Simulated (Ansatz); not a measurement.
Sensitivity of the gradients in ZnS with Cl replacing S to the input

Cell: a supercell of ZnS (wurtzite type, P6_3mc) built from a COD entry, with all atoms left at the host's positions.

Space group P3m1 (No. 156); a = 7.6220, c = 12.4680 Å, γ = 120.00°.

```
site  Wyckoff  site symmetry       x       y       z
 Zn1       1a            3m.  0.0000  0.0000  0.0000
 Zn2       1a            3m.  0.0000  0.0000  0.5000
 Zn3       3d            .m.  0.0000  0.5000  0.0000
 Zn4       3d            .m.  0.0000  0.5000  0.5000
 Zn9       3d            .m.  0.1667  0.8333  0.2500
Zn10       3d            .m.  0.1667  0.8333  0.7500
Zn15       1c            3m.  0.6667  0.3333  0.2500
Zn16       1c            3m.  0.6667  0.3333  0.7500
  Cl       1a            3m.  0.0000  0.0000  0.1925
 S18       1a            3m.  0.0000  0.0000  0.6925
 S19       3d            .m.  0.0000  0.5000  0.1925
 S20       3d            .m.  0.0000  0.5000  0.6925
 S25       3d            .m.  0.1667  0.8333  0.4425
 S26       3d            .m.  0.1667  0.8333  0.9425
 S31       1c            3m.  0.6667  0.3333  0.4425
 S32       1c            3m.  0.6667  0.3333  0.9425
```

One atom of each set is listed.

Reference run. The numbers come from a DFT calculation in Ansatz (PBE, plane waves and PAW, scalar-relativistic, 420 eV cutoff, Γ-centred 3×3×2 k-points, Fermi–Dirac smearing 0.01 eV, cell charge +1).

(1) The input is changed as follows: `scf.occupations.width`: 0.01 → 0.025; `scf.mixing.algorithm`: not typed → broyden; `scf.mixing.beta`: not typed → 0.1; `hamiltonian.xc`: pbe → lda. What happens to V_zz (10²¹ V/m²) and η?

Results:

(1) 

```tsv
site	V_zz reference	η reference	V_zz changed	η changed
Zn1	7.96	0.00	7.91	0.00
Zn2	1.44	0.00	1.43	0.00
Zn3	2.41	0.14	2.37	0.14
Zn9	5.27	0.24	5.26	0.23
Zn10	2.65	0.00	2.62	0.00
Zn16	2.13	0.00	2.09	0.00
Cl	-2.23	0.00	-2.29	0.00
S19	3.27	0.61	3.34	0.60
S20	-0.11	0.34	-0.13	0.58
S25	1.76	0.15	1.80	0.14
S26	1.78	0.46	1.82	0.45
S32	-0.87	0.00	-0.86	0.00
```

The largest change of V_zz is on S19, from 3.27 to 3.34. In per cent, |V_zz| changes by -2 to 0 on Zn, +3 on Cl, -1 to +2 on S (all sites that start above 0.5). Where |V_zz| stays above 0.1, η moves most on S20, from 0.34 to 0.58. The table leaves out 4 of the 16 sites, with |V_zz| up to 1.40; their tensors move by 0.01 at most along any direction. The statements above cover all sites. The gap of 1.7 eV is far wider than the smearing, so the levels stay full or empty whatever the smearing's form; with a small gap this would fail. Its pressure is -4 GPa, against 3 GPa in the reference run. SCF iterations: 11 and 17.

On the reference run: The defect repeats with the cell of 32 atoms, so it feels its images: sites between two images don't show the values beside a lone defect, and zeros or small values of η there can come from the images' arrangement. S and Zn carry a gradient in the pure host already, so the values there aren't the defect's effect alone. A uniform background compensates the cell's charge. The neighbours have not yet relaxed around the defect (largest force 1.6 eV/Å), so a real crystal will differ.
